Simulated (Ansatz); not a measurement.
AlPt, in the lowest among the structures calculated here: P2₁3 (No. 198), cP8, AFLOW prototype AB_cP8_198_a_a (B20, as in FeSi); a = 4.868 Å, b = 4.868 Å, c = 4.868 Å, α = 90.00°, β = 90.00°, γ = 90.00°; Al 4a (0.406, 0.406, 0.406); Pt 4a (0.096, 0.096, 0.096). All values below come from PBEsol (plane waves to 420 eV, PAW, scalar-relativistic; Ansatz, a first-principles code). Element references, the lowest calculated here: Pt (Fm-3m), Al (Fm-3m).

Total energies (eV/atom, σ → 0; comparable only within this code, potentials and settings):

```
phase           E (eV/atom)
--------------  -----------
AlPt (P2₁3)       -6455.232
Pt (Fm-3m)       -12383.821
Al (Fm-3m)         -524.548
Al3Pt2 (P-3m1)    -5269.245
AlPt3 (P4/mbm)    -9419.713
```

Q: What is the formation energy of this P2₁3 form of AlPt from the elements?

A: E_f = -6455.232 − [1 × (-524.548) + 1 × (-12383.821)] / 2 = -1.05 eV/atom (-2.1 eV per formula unit).

Q: Is it stable against the other phases calculated?

A: Yes: the most favourable decomposition, AlPt → 0.14 AlPt3 + 0.29 Al3Pt2 (Al3Pt2 P-3m1, AlPt3 P4/mbm), costs 0.14 eV/atom.

Q: Over what range of chemical potentials is AlPt stable among the phases calculated here? Give the corners of its window as Δμ = μ − μ(element).

A: 
```tsv
in equilibrium with	Δμ(Al) (eV)	Δμ(Pt) (eV)
AlPt3	-1.72	-0.37
Al3Pt2	-0.75	-1.34
```

At every corner Σ nΔμ equals the formation energy, about -2.1 eV per formula unit; the corners carry the error of several atoms' energies, a few 0.01 eV.

This is the hull of the energies calculated here, no anion corrections; phases that were not calculated are missing from it. Values are rounded to 0.01 eV/atom. Spin-orbit coupling is missing from these energies, which matters for elements this heavy. The compounds carry no spin polarisation.
